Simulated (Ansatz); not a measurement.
## Hf₂Tl₃Ag: reading a single point

```yaml
crystal:
  lattice:
    - [4.02709, 0.00000, 0.00000]
    - [0.00000, 4.02709, 0.00000]
    - [0.00000, 0.00000, 8.82589]
  atoms:
    - { symbol: Tl, position: [0.50000, 0.50000, 0.00000] }
    - { symbol: Ag, position: [0.00000, 0.00000, 0.00000] }
    - { symbol: Hf, position: [0.00000, 0.50000, 0.73400] }
    - { symbol: Hf, position: [0.50000, 0.00000, 0.26600] }
    - { symbol: Tl, position: [0.00000, 0.50000, 0.38200] }
    - { symbol: Tl, position: [0.50000, 0.00000, 0.61800] }
```

The numbers come from plane-wave PAW DFT (Ansatz): PBE, no spin polarisation, 420 eV, 8×8×4 Γ-centred k points, fermi-dirac occupations (width 0.1 eV). Nothing was relaxed.

- Formation energy: 0.48 eV an atom against the elements' usual phases (free molecules for gases, crystals otherwise, with no correction for O₂ or N₂), so at this geometry it isn't bound against them. Relaxing would lower it.
- Contacts: Tl–Ag at 2.85 Å: least valence density 0.27 e/Å³ and ELF 0.22 there. Hf–Tl at 3.03 Å: least valence density 0.22 e/Å³ and ELF 0.27 there. Ag–Hf at 3.09 Å: least valence density 0.18 e/Å³ and ELF 0.22 there. These are pseudo-fields; inside the PAW spheres they differ from the all-electron ones.
- Electronic structure: It is a metal, with about 8 states/eV a cell as the mean within 0.25 eV of the Fermi level, mostly Hf d (59 %) and Tl p (32 %).
- Charges: Bader charges in e: Hf +1.19, Tl -0.72 to -0.42, Ag -0.52. In the mean Hf gives up most and Tl takes most.
- Forces: The largest is on Hf3 (and as large on other atoms): 0.23 eV/Å, components (0.00, 0.00, 0.23). It makes 110° with the line to a nearest neighbour, Tl6 at 3.03 Å.
- Stress: The pressure is 2.1 GPa (compression positive), so with the atoms held at these fractions the cell would first expand. The principal stresses -0.4, 3.4, 3.4 GPa differ, so its shape would change too.

Origin: a known structure type with other elements, at an estimated volume, so it need not be a known compound. Caveats: many states at the Fermi level without spin polarisation, so a magnetic state may lie lower.
